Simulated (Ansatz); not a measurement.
SiBCN:
```cif
data_CBNSi
_chemical_formula_sum 'B1 Si1 C1 N1'
_space_group_name_H-M_alt 'P 1'
_space_group_IT_number 1
_cell_length_a 2.86167
_cell_length_b 2.86167
_cell_length_c 4.63498
_cell_angle_alpha 90.000
_cell_angle_beta 90.000
_cell_angle_gamma 120.000
loop_
_space_group_symop_operation_xyz
  'x, y, z'
loop_
_atom_site_label
_atom_site_type_symbol
_atom_site_fract_x
_atom_site_fract_y
_atom_site_fract_z
_atom_site_occupancy
B1 B 0.33333 0.66667 0.49141 1
Si1 Si 0.66667 0.33333 0.00172 1
C1 C 0.33333 0.66667 0.14590 1
N1 N 0.66667 0.33333 0.61096 1
```

Relaxed with PBEsol.

Task: Decompose the optical modes at the zone centre into irreducible representations, and say which are infrared and Raman allowed.

Result: Point group 3m: Γ_opt = 3A1 + 3E. Infrared: A1, E. Raman: A1, E.

Task: Assign frequencies (DFPT, PBEsol (plane waves, PAW; program Ansatz); without the LO–TO term).

Result: E 329, E 517, A1 742, A1 902, E 952, A1 1010 cm⁻¹.

Space group P3m1. The start of the workflow was typed in or built on a structure type; neither database checked (COD, Materials Project) lists it. Its standing as an ambient phase is unchecked. The cell was relaxed with PBEsol under the symmetry of its start; whether a distortion lowers the energy is not shown. The volume moved by -19 % from the start of the relaxation.

Potentials: the earlier of the program's two PAW sets. The files were generated under PBE; for other functionals the program regenerates the frozen cores, and for LDA and PBEsol the local potential too.
